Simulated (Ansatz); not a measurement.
A surface is cut from this relaxed crystal of Cu:

```cif
data_structure
_symmetry_space_group_name_H-M 'P6_3/mmc'
_symmetry_Int_Tables_number 194
_cell_length_a 2.5198
_cell_length_b 2.5198
_cell_length_c 8.2353
_cell_angle_alpha 90.000
_cell_angle_beta 90.000
_cell_angle_gamma 120.000
_cell_volume 45.28
loop_
_atom_site_label
_atom_site_type_symbol
_atom_site_symmetry_multiplicity
_atom_site_Wyckoff_symbol
_atom_site_fract_x
_atom_site_fract_y
_atom_site_fract_z
_atom_site_occupancy
Cu1 Cu 2 a 0.00000 0.00000 0.00000 1
Cu2 Cu 2 c 0.33333 0.66667 0.25000 1
```

Miller indices refer to the conventional cell of P6_3/mmc (No. 194), a = 2.520 Å, b = 2.520 Å, c = 8.235 Å, α = 90.00°, β = 90.00°, γ = 120.00°.

The (001) slab of 8 planes, 14.4 Å thick with 15 Å of vacuum as cut; outer planes Cu (top) and Cu (bottom).

These are results of DFT PBEsol, scalar-relativistic, plane waves, PAW (Ansatz 0.2.0), not measurements. Cutoff 420 eV; k points 15×15×1 on the computed 8-atom cell (Γ-centred); Gaussian smearing, width 0.10 eV; no spin polarisation. The cell repeats along c with a dipole correction in the vacuum.

With the atoms at the bulk's places:

- Surface energy (mean of both faces): 1.65 J/m²
- Work function: 4.99 eV

Problem. What changes when all atoms relax within this surface cell and its symmetry?

Solution. The energy falls by 0.002 J/m² a face, and the largest move is 0.01 Å.

For the relaxed slab, the surface energy (mean of both faces) is 1.65 J/m² and the work function is 4.99 eV.

```tsv
plane (bottom to top)	atoms	spacing to next, bulk (Å)	relaxed (Å)	change (%)
1	Cu	2.059	2.039	-0.9
2	Cu	2.059	2.059	0.0
3	Cu	2.059	2.069	+0.5
4	Cu	2.059	2.062	+0.2
5	Cu	2.059	2.071	+0.6
6	Cu	2.059	2.058	0.0
7	Cu	2.059	2.048	-0.5
8	Cu
```

The reference crystal is a form of Cu, which isn't its usual structure.